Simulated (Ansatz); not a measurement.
**What DFT gives for CdPt (P4/mmm)**

Conventional cell: a = 2.943 Å, b = 2.943 Å, c = 3.841 Å, α = 90.00°, β = 90.00°, γ = 90.00°. Cd (atom 1) has 8 Pt at 2.83 Å and 4 Cd at 2.94 Å as nearest neighbours. Around Pt (atom 2) lie 8 Cd at 2.83 Å and 4 Pt at 2.94 Å.

The structure is one entry of a database and needn't be the stable phase. Ansatz runs use the cell relaxed by PAW under their functional.

Q: What do its conduction electrons give? (PBEsol, all-electron LAPW in Ansatz 0.2.0, scalar-relativistic; a = 2.943, c = 3.841 Å; k mesh 14×14×10, fine mesh 20×20×16, Fermi-Dirac smearing of 0.100 eV, basis error target 1 meV/atom)

A: Fermi-surface sums: N(E_F) = 0.27 states/eV/atom, ħω_p (r.m.s. of x, y, z) = 7.2 eV, Fermi speed = 1.05×10⁶ m/s.

Q: How stiff is it? (PBEsol, PAW on Ansatz 0.2.0's default frozen-core files (fitted under PBE), scalar-relativistic; a = 2.947, c = 3.830 Å; k mesh 16×16×12, strains of ±0.005, Fermi-Dirac smearing of 0.050 eV, cutoff 420 eV)

A: Elastic moduli (Hill averages, relaxed ions; θ_D from sound speeds over directions): B = 169 GPa, G = 57.2 GPa, C11 = 253 GPa, C33 = 212 GPa, C44 = 77.1 GPa, ν = 0.347, θ_D = 252 K.

Q: How does it vibrate? (PBEsol, PAW on Ansatz 0.2.0's default frozen-core files (fitted under PBE), scalar-relativistic; a = 2.946, c = 3.831 Å; k mesh 14×14×10, Fermi-Dirac smearing of 0.050 eV, cutoff 420 eV; q mesh 2×2×2)

A: Harmonic phonons by finite displacements (negative means unstable): highest mode = 191 cm⁻¹, lowest at X = 84.3 cm⁻¹, lowest at M = 87.0 cm⁻¹, lowest at Z = 73.0 cm⁻¹, lowest at R = 40.5 cm⁻¹, lowest at A = 102 cm⁻¹, lowest optical at Γ = 129 cm⁻¹, highest at Γ = 175 cm⁻¹.

Caveats: no spin-orbit coupling on heavy atoms; these sums move with the mesh, by several per cent and more for small sheets (Fermi surface); frozen-core PAW files fitted under PBE, their cores solved anew for the functional of the run (moduli, phonons); responses of metals move with mesh and smearing (moduli, phonons); the softest shear constant rests on one k mesh, and a soft shear can herald a distortion on cooling (moduli); elastic stability says nothing of phonons or of other phases (moduli).
